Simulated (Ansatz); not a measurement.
LaPb$_{3}$, DFT, PBEsol, all-electron PAW with datasets made for the crystal, scalar-relativistic (Ansatz 0.2.0), run on 1 thread of Arm Neoverse V1 on a shared host.

The cell is COD entry 1538830, as deposited and not checked against the literature; nothing was relaxed.

Command: `ansatz run input.yaml --threads 1 --pin off --max-ram 4096MiB --backend cpu --events-out ev --progress --plain --runs-dir out`

```yaml
crystal:
  lattice:
    - [4.906, 0.0, 0.0]
    - [0.0, 4.906, 0.0]
    - [0.0, 0.0, 4.906]
  atoms:
    - { symbol: La, position: [0.0, 0.0, 0.0] }
    - { symbol: Pb, position: [0.0, 0.5, 0.5] }
    - { symbol: Pb, position: [0.5, 0.0, 0.5] }
    - { symbol: Pb, position: [0.5, 0.5, 0.0] }
kpoints:
  mp_grid: { grid: [7, 7, 7] }
  band_path:
    path:
      - [0.0, 0.0, 0.0]
      - [0.0, 0.5, 0.0]
      - [0.5, 0.5, 0.0]
      - [0.0, 0.0, 0.0]
      - [0.5, 0.5, 0.5]
      - [0.0, 0.5, 0.0]
      - [0.5, 0.5, 0.5]
      - [0.5, 0.5, 0.0]
    npoints: 8
scf:
  occupations: { method: fermi_dirac, width: 0.05 }
hamiltonian:
  xc: pbesol
  pseudopotentials: { kind: all_electron, datasets: crystal }
output:
  forces: true
  stress: true
  eigenvalues: true
  efg: { contact_densities: true }
```

Problem. How large is the problem that the program sets up?

Solution. 20 irreducible k-points, 1141 plane waves at Γ, 32 bands.

Problem. About how long does it take, and how much memory does it use?

Solution. 34 s of wall time for 9 SCF iterations, with a peak of 0.58 GiB. Times on shared machines scatter by tens of per cent.

Problem. And the same cell and mesh by LAPW (all electrons), asked for forces, stress, eigenvalues, populations, dos and the same band path, on the same hardware?

Solution. 100 s, peak memory 0.48 GiB.

Problem. And the same cell and mesh by PAW (frozen-core files), asked for forces, stress, eigenvalues, efg, populations, bader, dos, write_density, write_potential, elf and the same band path, on the same hardware?

Solution. 29 s, peak memory 0.49 GiB.
